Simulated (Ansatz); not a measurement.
**SrCuSi: do energies and stresses tell the same story?**

All numbers below come from DFT r2SCAN, scalar-relativistic, plane waves, PAW in Ansatz.

Plane waves to 500 eV, a k mesh through Γ of 12×12×4 on the computed 6-atom cell and Gaussian smearing (0.10 eV); no spin polarisation.

Relaxed cell: P6_3/mmc, a = 4.083 Å, b = 4.083 Å, c = 9.403 Å, α = 90.00°, β = 90.00°, γ = 120.00°, 6 atoms in the primitive cell. Whether it is the stable form of this composition wasn't checked.

Energies at zero smearing and pressures from the stress tensor, at volumes with shape and atoms relaxed:
| V (Å³/atom) | E − E(first) (meV/atom) | P (GPa) |
| --- | --- | --- |
| 21.262 | 0.00 | 4.34 |
| 21.941 | -13.34 | 2.02 |
| 22.620 | -17.46 | -0.01 |
| 23.298 | -13.70 | -1.74 |
| 23.977 | -3.21 | -3.21 |

Task: Check P = −dE/dV between neighbouring volumes, and get the bulk modulus from the pressures alone.

Result: With 1 eV/Å³ = 160.2 GPa:
```json
{"middle V (Å³/atom)": "21.602", "−ΔE/ΔV (GPa)": "3.149", "mean P (GPa)": "3.180"}
{"middle V (Å³/atom)": "22.280", "−ΔE/ΔV (GPa)": "0.974", "mean P (GPa)": "1.002"}
{"middle V (Å³/atom)": "22.959", "−ΔE/ΔV (GPa)": "-0.889", "mean P (GPa)": "-0.877"}
{"middle V (Å³/atom)": "23.637", "−ΔE/ΔV (GPa)": "-2.477", "mean P (GPa)": "-2.478"}
```

The two differ by 0.03 GPa at most. The mean of two end pressures misses the average over a step by about ΔV² P″/12, up to 0.03 GPa here; with that taken off 0.02 GPa remains. Around V = 22.620 Å³/atom, the two neighbours give B = −V ΔP/ΔV = 22.620 × 3.76 / 1.357 = 62.6 GPa, against B0 = 61.9 GPa from the Birch–Murnaghan fit of the energies.

Cost: 6 runs of about 17 core-minutes in all, on Arm Neoverse V1 (shared hosts).